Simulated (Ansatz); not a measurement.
**Si3N4 — ¹⁴N nuclear quadrupole resonance**

Cell: a COD entry (perhaps calculated rather than measured), its atoms then relaxed with PBE in this cell.

```cif
data_Si3N4
_symmetry_space_group_name_H-M 'P6_3/m'
_symmetry_Int_Tables_number 176
_cell_length_a 7.6044
_cell_length_b 7.6044
_cell_length_c 2.9063
_cell_angle_alpha 90.000
_cell_angle_beta 90.000
_cell_angle_gamma 120.000
loop_
_atom_site_label
_atom_site_type_symbol
_atom_site_symmetry_multiplicity
_atom_site_Wyckoff_symbol
_atom_site_fract_x
_atom_site_fract_y
_atom_site_fract_z
Si Si 6 h 0.7680 0.1741 0.2500
N7 N 6 h 0.0300 0.3299 0.2500
N13 N 2 d 0.6667 0.3333 0.2500
```

One atom of each set is listed.

Method: Kohn–Sham DFT in Ansatz, PBE, plane waves and PAW, scalar-relativistic, 420 eV cutoff, Γ-centred 4×4×10 k-points, Fermi–Dirac smearing 0.02 eV.

¹⁴N: I = 1, Q = 20.44 mb (year-2017 value). Static lattice, zero field.

Task: Predict the zero-field ¹⁴N lines of each site.

Result: For I = 1 the lines are ν± = (3/4)|C_Q|(1 ± η/3) and ν₀ = |C_Q|η/2.

| site | atoms | V_zz (10²¹ V/m²) | C_Q (MHz) | η | line frequencies (MHz) |
| --- | --- | --- | --- | --- | --- |
| N7 | 6 | -4.94 | -2.44 | 0.07 | 0.0879, 1.79, 1.87 |
| N13 | 2 | -4.89 | -2.42 | 0.00 | 1.81 |

An axis of threefold or higher order runs through N13, so V_zz lies along it and η is zero. At N7 V_zz stands upright on the plane through its three neighbours (within 3°).

At this cell the PBE pressure is 6 GPa, so with PBE the cell would grow if it were relaxed.

The relaxation (2 steps) took 31 s of wall time (31 s of CPU time) and 0.46 GiB at its peak, on 1 thread of Arm Neoverse V1 (aarch64; 28 cores open to the job, memory cap 2.5 GiB, no GPU), a shared host with a load of 1.0 a core.
